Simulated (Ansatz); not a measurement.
Al2Cu (I4/mcm), relaxed and computed with several functionals in Ansatz (plane waves, PAW).

```tsv
functional	a (Å)	c (Å)	V (Å³/atom)	ΔH_f (eV/atom)	B₀ by P(V) fit (GPa)
PBE	?	?	?	?	?
r²SCAN	5.997	4.805	14.40	-0.16	114
PBEsol	5.995	4.826	14.45	-0.17	109
```

Q: What belongs in the gaps?

A: 
- PBE, a (Å): 6.051
- PBE, c (Å): 4.887
- PBE, V (Å³/atom): 14.91
- PBE, ΔH_f (eV/atom): -0.16
- PBE, B₀ by P(V) fit (GPa): 99.4

All cells were relaxed under the symmetry of their starts (and spin orders); stability against distortions was not tested throughout. Rows with no word on spin ran without spin polarisation.

Potentials: the later of the program's two PAW sets.

Ansatz (a program for electronic structure) is a plane-wave DFT program.

Formation energies count from the lowest solids of the elements computed at the same level, not from gases.
